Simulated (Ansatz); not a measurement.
input.yaml (Ansatz)

```yaml
crystal:
  lattice:
    - [0.0, 3.3575531457, 3.3575531457]
    - [3.3575531457, 0.0, 3.3575531457]
    - [3.3575531457, 3.3575531457, 0.0]
  atoms:
    - { symbol: Tl, position: [0.125, 0.125, 0.125] }
    - { symbol: Tl, position: [0.875, 0.875, 0.875] }
hamiltonian:
  xc: lda
  pseudopotentials:
    kind: paw
    azcp:
      Tl: "pseudopotentials/Tl.paw.azcp"
basis:
  ecutwfc: 420
  fft_grid_basis: typed
kpoints:
  mp_grid: { grid: [8, 8, 8], shift: [0, 0, 0] }
magnetization:
  spin_polarized: false
scf:
  occupations: { method: fermi_dirac, width: 0.1 }
relax:
  max_steps: 60
  f_tol: 0.01
  cell: {}
```

and its output:

```
Warning: the record states the generating functional pbe (its physics header spells it `PBE`), which answers neither for hamiltonian.xc's functional nor for the lda family's — results may be inconsistent (PPs are generated against a specific XC)
Engine: ansatz 0.2.0, aarch64-unknown-linux-gnu
Pseudopotentials: kind: paw
Pseudopotential: Tl, paw, valence charge 13, recommended cutoff 420 eV (normal) 
Functional definition: SPW92
  exchange = slater_x
  correlation = pw_c
Crystal: 2 atoms, lattice volume = 75.700 Å³
Basis set: ecut = 420 eV, 1459 PW (Γ)
Bands: 17, of which v1, the nominal top of the filled ones, is band 13 counted from 1 (12 counted from 0)
Symmetry: 48 space group operations
Space group: Fd-3m (ITA 227), of the structure as read, at distance tolerance 4.2e-5 Å
k-points: 29 of 512
Non-local potential: Tl, projectors of the file, l = 0: 2, l = 1: 2, l = 2: 2, l = 3: 1
PAW form: soft (Blöchl's): semilocal exchange-correlation on the pseudo side does not see the compensation charge
PAW frozen core: Tl, regenerated for the run's functional, and the local potential with it (the file was generated under x = pbe(κ = 0.804, μ = 0.2195149727645171), c = pbe(β = 0.06672455060314922))
PAW one-centre angular grid: Tl, 590 points (default); XC on 64 Gauss nodes
Initial density: superposition of atomic densities (neutral atoms: chi_scale 0, normalization atom), corrected by the library's trained network
Initial wavefunctions: pseudopotential atomic-orbital guess
Functional: x = slater, c = lda
SCF iter   1: F=—  HF=-22292.308583 eV  |F-HF|=—  |Δ(HF+E_count)|=         —  Δρ=4.63e-3  dr2=1.45e-2  ethr=1.77e-3  ⟨swp⟩=5.9  Hψ=2620  notcnv=0
SCF iter   2: F=—  HF=-22292.306838 eV  |F-HF|=—  |Δ(HF+E_count)|=   1.75e-3  Δρ=3.27e-3  dr2=6.72e-3  ethr=5.58e-5  ⟨swp⟩=2.0  Hψ=1147  notcnv=0
SCF iter   3: F=—  HF=-22292.303898 eV  |F-HF|=—  |Δ(HF+E_count)|=   2.94e-3  Δρ=3.93e-4  dr2=2.10e-4  ethr=2.59e-5  ⟨swp⟩=2.0  Hψ=841  notcnv=0
SCF iter   4: F=—  HF=-22292.303871 eV  |F-HF|=—  |Δ(HF+E_count)|=   2.69e-5  Δρ=7.88e-5  dr2=7.06e-6  ethr=8.06e-7  ⟨swp⟩=2.9  Hψ=891  notcnv=0
SCF iter   5: F=—  HF=-22292.303870 eV  |F-HF|=—  |Δ(HF+E_count)|=   1.20e-6  Δρ=1.07e-5  dr2=5.94e-8  ethr=2.72e-8  ⟨swp⟩=2.4  Hψ=700  notcnv=0
SCF iter   6: F=-22292.303870 eV  HF=-22292.303870 eV  |F-HF|=6.08e-10  |Δ(HF+E_count)|=   1.48e-8  Δρ=1.37e-6  dr2=9.36e-10  ethr=2.28e-10  ⟨swp⟩=2.0  Hψ=1836  notcnv=0
SCF 1 converged in 6 iterations: F = -22292.303870 eV  dr2 = 9.36e-10
relax step   1: F+E_penalty+E_count = -22292.30386963 eV  Δ(F+E_penalty+E_count) = +0.000e0 eV  max|allowed force component| = 1.850e-17 eV/Å  Δτ_max = 0.0000 Å  P = +0.404 GPa  Ω = 75.700 Å³  (6 SCF iters, dr2 threshold 1.00e-7 eV, accepted)
Crystal: 2 atoms, lattice volume = 76.830 Å³
Initial density: handed on by an earlier stage of this run
Initial wavefunctions: those handed on with the density
iter 1 solved again at ethr=3.81e-7 eV; its pass at ethr=3.10e-3 eV (dr2=9.91e-5 eV) is discarded
SCF iter   1: F=—  HF=-22292.305248 eV  |F-HF|=—  |Δ(HF+E_count)|=         —  Δρ=3.93e-4  dr2=1.18e-4  ethr=3.81e-7  ⟨swp⟩=1.9  Hψ=2978  notcnv=0
SCF iter   2: F=—  HF=-22292.305228 eV  |F-HF|=—  |Δ(HF+E_count)|=   1.99e-5  Δρ=2.62e-4  dr2=4.38e-5  ethr=3.81e-7  ⟨swp⟩=2.0  Hψ=869  notcnv=0
SCF iter   3: F=—  HF=-22292.305212 eV  |F-HF|=—  |Δ(HF+E_count)|=   1.68e-5  Δρ=4.49e-5  dr2=1.55e-6  ethr=1.69e-7  ⟨swp⟩=2.0  Hψ=866  notcnv=0
SCF iter   4: F=-22292.305211 eV  HF=-22292.305211 eV  |F-HF|=1.47e-8  |Δ(HF+E_count)|=   2.36e-7  Δρ=8.62e-6  dr2=5.04e-8  ethr=7.69e-10  ⟨swp⟩=4.0  Hψ=1742  notcnv=0
SCF 2 converged in 4 iterations: F = -22292.305211 eV  dr2 = 5.04e-8
relax step   2: F+E_penalty+E_count = -22292.30521136 eV  Δ(F+E_penalty+E_count) = -1.342e-3 eV  max|allowed force component| = 1.850e-17 eV/Å  Δτ_max = 0.0000 Å  P = +0.038 GPa  Ω = 76.830 Å³  energy of the carried Pulay correction = -1.951e-4 eV  (4 SCF iters, dr2 threshold 2.00e-7 eV, accepted)
Initial wavefunctions: pseudopotential atomic-orbital guess (no wavefunctions were taken with the density)
iter 1 solved again at ethr=4.69e-8 eV; its pass at ethr=3.10e-3 eV (dr2=1.22e-5 eV) is discarded
SCF iter   1: F=—  HF=-22292.305393 eV  |F-HF|=—  |Δ(HF+E_count)|=         —  Δρ=2.46e-5  dr2=9.34e-8  ethr=4.69e-8  ⟨swp⟩=3.0  Hψ=3974  notcnv=0
SCF iter   2: F=—  HF=-22292.305399 eV  |F-HF|=—  |Δ(HF+E_count)|=   6.31e-6  Δρ=4.13e-6  dr2=1.14e-8  ethr=3.59e-10  ⟨swp⟩=2.1  Hψ=841  notcnv=0
SCF iter   3: F=—  HF=-22292.305399 eV  |F-HF|=—  |Δ(HF+E_count)|=  4.51e-10  Δρ=2.56e-6  dr2=5.34e-9  ethr=4.38e-11  ⟨swp⟩=2.0  Hψ=844  notcnv=0
SCF iter   4: F=—  HF=-22292.305399 eV  |F-HF|=—  |Δ(HF+E_count)|=   1.99e-9  Δρ=4.50e-7  dr2=2.31e-10  ethr=2.05e-11  ⟨swp⟩=2.0  Hψ=842  notcnv=0
SCF iter   5: F=-22292.305399 eV  HF=-22292.305399 eV  |F-HF|=0.00e0  |Δ(HF+E_count)|=  2.55e-11  Δρ=5.68e-8  dr2=3.29e-12  ethr=1.00e-12  ⟨swp⟩=4.2  Hψ=2349  notcnv=0
SCF 3 converged in 5 iterations: F = -22292.305399 eV  dr2 = 3.29e-12
relax step   3: F+E_penalty+E_count = -22292.30539902 eV  Δ(F+E_penalty+E_count) = -1.877e-4 eV  max|allowed force component| = 1.388e-17 eV/Å  Δτ_max = 0.0000 Å  P = +0.037 GPa  Ω = 76.830 Å³  stress off target by 3.74e-2 GPa  SCF on the basis re-selected at this cell (its energy is not comparable with the rows above)  (5 SCF iters)
basis re-selected at this cell: Δ(F+E_penalty+E_count) = -1.877e-4 eV, ΔP = -0.000 GPa vs the last step (what re-selecting the basis moved, of the pressure what is left beyond the Pulay correction that the steps carried, after the strain that the cell walked since its last selection, with what the two solves' SCF thresholds leave and, on support functions, any second-order correction that the steps lacked; it is no measure of the basis error at this ecutwfc). This SCF's stress stands 3.74e-2 GPa from its target on what of the cell is left free (relax.cell.stress_tol is 5.00e-2 GPa) and its largest allowed force component is 1.39e-17 eV/Å (relax.f_tol is 1.00e-2 eV/Å): within both
SCF converged after 5 iterations
Free energy (F): -22292.305399 eV
Harris-Foulkes:  -22292.305399 eV  (|F-HF|=0.00e0)
Internal energy: -22292.250360 eV  (E = F + TS)
E sigma→0 (E₀):  -22292.277880 eV
Entropy (-TS):   -0.055039 eV (-27.519 meV/atom)
Fermi energy:    6.176740 eV
--- Per-component energies (eV) ---
  E_band       = -92.530558
  E_kinetic    = 667.375692
  E_local      = -2364.813059  (includes V_loc(G=0)·N_el)
  E_nonlocal   = 642.622210
  E_hartree    = 899.257352
  E_xc         = -456.652202
  E_vxc        = -284.715257  (∫ρ·V_xc dr)
  E_paw        = -19737.206940  (= ΣΔE_a)
  E_vpaw       = -551.515003  (= ΣTr[D̂ρ^β])
  E_aug_tail   = 0.000063  (compensation charges beyond the density's cutoff)
  E_ewald      = -1942.550354
  E_core_change = -0.283122  (= ΣΔE_core)
  E_smearing   = -0.055039  (= −TS)
  E_closure    = 0.000000  (closes the sum)
  Σ components = -22292.305399   (vs F -22292.305399, Δ=0.00e0)
--- Forces (eV/Å), atoms counted from 1 ---
  atom   1  Tl    -0.00000000     0.00000000     0.00000000
  atom   2  Tl    -0.00000000     0.00000000     0.00000000
  max |Σ_I F_I| component: 4.63e-17 eV/Å
--- Stress (GPa, compression-positive) ---
        0.037390       0.000000       0.000000
        0.000000       0.037390       0.000000
        0.000000       0.000000       0.037390
  P = ⅓ Tr σ = 0.0374 GPa (0.374 kbar)
--- Relaxed structure (2 steps of the walk, 2 accepted, 1 SCFs on fresh bases) ---
  F+E_penalty+E_count = -22292.30539902 eV   max|allowed force component| = 1.388e-17 eV/Å   (the final SCF, on the basis selected at the relaxed cell)
  cell:  # Å, volume = 76.8300 Å³
    - [-2.0381488131582354e-34, 3.37416966961105, 3.37416966961105]
    - [3.37416966961105, -3.5667604230269123e-34, 3.37416966961105]
    - [3.37416966961105, 3.37416966961105, 3.566760423026913e-34]
  atoms:
    - { symbol: Tl, position: [0.12500000000000003, 0.12500000000000003, 0.12500000000000003] }
    - { symbol: Tl, position: [0.8750000000000001, 0.8750000000000001, 0.8750000000000001] }
```
